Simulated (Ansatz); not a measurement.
GdAl (Pm-3m); volume scaled by 0.96.

```
CELL_PARAMETERS angstrom
3.57893 0.00000 0.00000
0.00000 3.57893 0.00000
0.00000 0.00000 3.57893
ATOMIC_POSITIONS crystal
Gd 0.00000 0.00000 0.00000
Al 0.50000 0.50000 0.50000
```

The reference geometry is a structure from the Materials Project; nothing is relaxed.

Functional, mesh and filling: r²SCAN, 9×9×9 k mesh, Fermi–Dirac smearing of 0.05 eV. AE-PAW is all-electron PAW in Ansatz 0.2.0 on datasets made for the crystal. Site moments are integrated in spheres about the atoms. Start moments (μB): Gd1 7.

Iteration by iteration:

```csv
iteration,Harris–Foulkes energy less the last (meV),density residual (eV),M (μB),∫|m| (μB)
1,18.158,8.8e-03,7.1401,7.3678
2,7.569,5.6e-03,7.1406,7.3691
3,3.464,8.1e-04,7.1379,7.3672
4,-0.646,1.3e-04,7.1377,7.3654
5,-0.450,6.1e-05,7.1380,7.3659
6,-0.021,7.1e-06,7.1383,7.3664
7,-0.010,3.0e-06,7.1383,7.3663
8,-0.001,4.6e-07,7.1382,7.3660
9,-0.001,1.8e-07,7.1382,7.3659
10,0.000,3.0e-08,7.1382,7.3659
11,0.000,1.4e-09,7.1382,7.3659
```

Site moments (μB): Gd1 7.11, Al2 -0.09. Cell moment 7.14 μB.

Without U a semilocal functional puts the f levels too near the Fermi level, which can change moments and the order of magnetic states; site and cell moments are spin moments. Spin–orbit coupling is left out although heavy atoms are present. In at least one run the program's final test of stability wasn't made or came to no verdict. With open f shells a run can end in a state that isn't the lowest. None of this fixes the real material's magnetic order: only patterns that fit the cell were computed, at zero temperature, with a functional that can overstate moments.
